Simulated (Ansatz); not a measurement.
Ti$_{2}$BiN in space group P6_3/mmc (No. 194; Ti on 4f, Bi on 2c, N on 2a) at seven volumes, PBEsol (plane waves, PAW; program Ansatz), shape and atoms relaxed at each. One row is withheld.

| V (Å³/atom) | P (GPa) |
|---|---|
| 13.654 | 16.41 |
| 14.104 | 9.94 |
| 14.554 | 4.52 |
| 15.005 | 0.00 |
| 15.455 | -3.70 |
| 15.905 | -6.60 |
| 16.355 | ? |

Fit the shown pressures and predict the withheld one.

P = (3/2)B₀(x^(7/2) − x^(5/2))[1 + (3/4)(B′ − 4)(x − 1)] with x = (V₀/V)^(2/3). Least squares on the six rows gives V₀ = 15.009 Å³/atom, B₀ = 134 GPa, B′ = 5.45. At V = 16.355, x = 0.9444 and P = -9.11 GPa. The run itself gave -8.88 GPa.

The start of the workflow was typed in or built on a structure type; neither database checked (COD, Materials Project) lists it. Whether it is the stable phase at ambient conditions was not checked. Symmetry was held in the PBEsol relaxation; whether a distortion lowers the energy is not shown. The workflow began spin-polarised and lost its moments. Spin–orbit coupling is left out wherever it is not named.

Potentials: the later of the program's two PAW sets.
